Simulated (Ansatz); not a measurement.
A structure of CsSrBr3 relaxed with r2SCAN (plane waves to 500 eV, PAW, scalar-relativistic; Ansatz, a quantum-chemistry and plane-wave program); single points at other levels follow on the same geometry (Ansatz, PAW; HSE06 at 420 eV on a 3×2×3 k-mesh; no spin-orbit coupling). Space group Pnma (No. 62).

```
CsSrBr3
1.0
    8.47596     0.00000     0.00000
    0.00000    11.81810     0.00000
    0.00000     0.00000     8.20853
Cs Sr Br
4 4 12
Direct
  0.44293   0.25000   0.98365
  0.94293   0.25000   0.51635
  0.55707   0.75000   0.01635
  0.05707   0.75000   0.48365
  0.00000   0.00000   0.00000
  0.50000   0.50000   0.50000
  0.00000   0.50000   0.00000
  0.50000   0.00000   0.50000
  0.01464   0.25000   0.07468
  0.51464   0.25000   0.42532
  0.98536   0.75000   0.92532
  0.48536   0.75000   0.57468
  0.29491   0.53874   0.20252
  0.79491   0.96126   0.29748
  0.70509   0.03874   0.79748
  0.20509   0.46126   0.70252
  0.70509   0.46126   0.79748
  0.20509   0.03874   0.70252
  0.29491   0.96126   0.20252
  0.79491   0.53874   0.29748
```

```
level   gap (eV)      kind  conduction minimum
------  --------  --------  ------------------
r2SCAN      5.27  indirect                   Γ
HSE06          …         –                   …
```

Complete the blanks.


- HSE06, gap (eV): 5.76
- HSE06, conduction minimum: Γ

HSE06 gaps come from a coarse mesh plus a few chosen points, so they may be too large. For this cell size the semilocal gaps come from the SCF mesh and high-symmetry points. No spin polarisation in the result.

The run could not lose the symmetry of its start.

The first start was generated by placing the elements on the sites of a structure type. Materials Project lists a structure of CsSrBr3 in the same space group, Pnma (No. 62); the sites were not compared with it, nor with measured phases.
